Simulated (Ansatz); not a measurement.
InP:
```cif
data_In4P4
_chemical_formula_sum 'In4 P4'
_space_group_name_H-M_alt 'P42/mnm'
_space_group_IT_number 136
_space_group_name_Hall '-P 4n 2n'
_cell_length_a 7.17436
_cell_length_b 7.17436
_cell_length_c 4.16300
_cell_angle_alpha 90.000
_cell_angle_beta 90.000
_cell_angle_gamma 90.000
loop_
_atom_site_label
_atom_site_type_symbol
_atom_site_symmetry_multiplicity
_atom_site_Wyckoff_symbol
_atom_site_fract_x
_atom_site_fract_y
_atom_site_fract_z
_atom_site_occupancy
In1 In 4 g 0.17819 0.17819 0.50000 1
P1 P 4 f 0.31929 0.31929 0.00000 1
```

Relaxed with PBEsol.

Problem. Which orbitals make up the states near the band edges in the program Ansatz at the PBEsol level (PAW)?

Solution. Top 1 eV of the valence band: P 3p 80 %, In 5p 16 %. Bottom 1 eV of the conduction band: In 5s 30 %, In 5p 26 %, P 3s 21 %, P 3p 17 %, outside the projected shells 6 %. Projections are on Löwdin-orthogonalised atomic valence shells; empty p or d shells of many metals are not among them.

Problem. Tabulate the density of states.

Solution. States/eV per cell of 8 atoms, in 0.25 eV bins, energy from the valence-band maximum.

```tsv
E (eV)	total	P 3p	In 5p	In 5s
-7.85	0.00	0.00	0.00	0.00
-7.60	0.00	0.00	0.00	0.00
-7.35	0.00	0.00	0.00	0.00
-7.10	0.00	0.00	0.00	0.00
-6.85	0.00	0.00	0.00	0.00
-6.60	0.00	0.00	0.00	0.00
-6.35	0.00	0.00	0.00	0.00
-6.10	0.79	0.38	0.03	0.36
-5.85	1.67	0.79	0.07	0.76
-5.60	6.06	2.83	0.33	2.74
-5.35	3.42	1.59	0.23	1.42
-5.10	3.90	1.82	0.29	1.47
-4.85	3.48	1.62	0.27	1.24
-4.60	2.52	1.18	0.20	0.85
-4.35	1.92	0.90	0.16	0.61
-4.10	1.77	0.84	0.17	0.51
-3.85	1.96	0.98	0.33	0.41
-3.60	2.24	1.19	0.54	0.31
-3.35	3.38	1.87	0.97	0.32
-3.10	4.18	2.40	1.27	0.29
-2.85	3.37	2.02	1.04	0.16
-2.60	3.35	2.06	1.01	0.15
-2.35	5.07	3.15	1.47	0.23
-2.10	7.92	5.17	2.31	0.21
-1.85	5.73	3.87	1.55	0.15
-1.60	7.16	4.99	1.78	0.18
-1.35	6.71	4.87	1.53	0.12
-1.10	8.07	6.05	1.67	0.12
-0.85	5.40	4.18	0.99	0.07
-0.60	3.41	2.76	0.52	0.03
-0.35	1.90	1.61	0.23	0.01
-0.10	0.63	0.55	0.06	0.00
0.15	0.00	0.00	0.00	0.00
0.40	0.00	0.00	0.00	0.00
0.65	0.00	0.00	0.00	0.00
0.90	0.01	0.00	0.00	0.00
1.15	0.03	0.00	0.00	0.01
1.40	0.19	0.03	0.04	0.06
1.65	1.38	0.24	0.39	0.39
1.90	3.65	0.70	1.08	1.03
2.15	6.38	1.49	1.81	1.76
2.40	4.99	1.27	1.34	1.34
2.65	4.93	1.29	1.46	1.19
2.90	5.50	1.51	1.67	1.29
3.15	4.99	1.16	1.94	0.85
3.40	4.29	0.89	1.91	0.64
3.65	6.60	1.47	2.81	0.95
3.90	3.79	0.78	1.80	0.44
4.15	5.73	1.06	3.08	0.36
4.40	7.01	1.42	3.65	0.44
4.65	5.55	1.11	2.98	0.25
4.90	5.35	1.10	2.74	0.25
5.15	6.03	1.37	2.69	0.40
5.40	6.48	1.39	2.97	0.27
```

Space group P4_2/mnm. The start of the workflow was typed in or built on a structure type; neither database checked (COD, Materials Project) lists it. It is not the phase usual at ambient conditions (space group No. 216). The cell was relaxed with PBEsol under the symmetry of its start; of distortions, only those at the zone centre were tested. The volume moved by 20 % from the start of the relaxation. Spin–orbit coupling is left out wherever it is not named.

Potentials: the later of the program's two PAW sets.
